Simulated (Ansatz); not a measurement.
Y$_{2}$Ga$_{3}$Cu:
```
CELL_PARAMETERS angstrom
      4.33077     0.00000     0.00000
     -2.16539     3.75056     0.00000
      0.00000     0.00000     7.29554
ATOMIC_POSITIONS crystal
  Y  0.66667 0.33333 0.76824
  Y  0.66667 0.33333 0.23766
  Ga 0.33333 0.66667 0.01997
  Ga 0.33333 0.66667 0.45789
  Ga 0.00000 0.00000 0.54691
  Cu 0.00000 0.00000 0.96931
```

Relaxed with r²SCAN. Special points in fractions of this cell's reciprocal vectors: Γ (0.000, 0.000, 0.000); M (0.500, 0.000, 0.000); K (0.333, 0.333, 0.000); A (0.000, 0.000, 0.500); L (0.500, 0.000, 0.500); H (0.333, 0.333, 0.500).

Q: List the band energies nearest the Fermi level at these points for DFT-r²SCAN in the program Ansatz with PAW potentials.

A: In eV from the Fermi level; about four levels below and three above (degenerate sets whole), none deeper than 8.9 eV; points with the same levels are listed once.

```tsv
k	below	above
Γ	-3.22 -3.22 -3.22 -1.32 -1.32 -0.05	0.57 0.57 0.88
M	-2.19 -1.70 -0.83 -0.32	1.21 2.86 2.88
K	-2.94 -1.82 -1.47 -1.45	1.60 1.79 2.12
A	-0.82 -0.82 -0.17 -0.17	1.14 1.16 1.16
L	-2.13 -1.66 -1.06 -0.63	0.01 0.83 2.00
H	-2.92 -2.24 -1.31 -0.89	0.27 0.97 2.45
```

Space group P3m1. The workflow started from a Materials Project entry (that database holds measured and hypothetical structures alike); the Crystallography Open Database copy checked does not list it. With Ga and Cu taken as one species the cell has the higher symmetry P-3m1, so it may be an ordered model of a mixed-site phase. Whether it is the stable phase at ambient conditions was not checked. The r²SCAN relaxation kept the symmetry of its start; whether a distortion lowers the energy is not shown. The run is not spin-polarised. Scalar-relativistic: spin–orbit coupling is off unless named, which matters more the heavier the elements.

Potentials: the later of the program's two PAW sets.
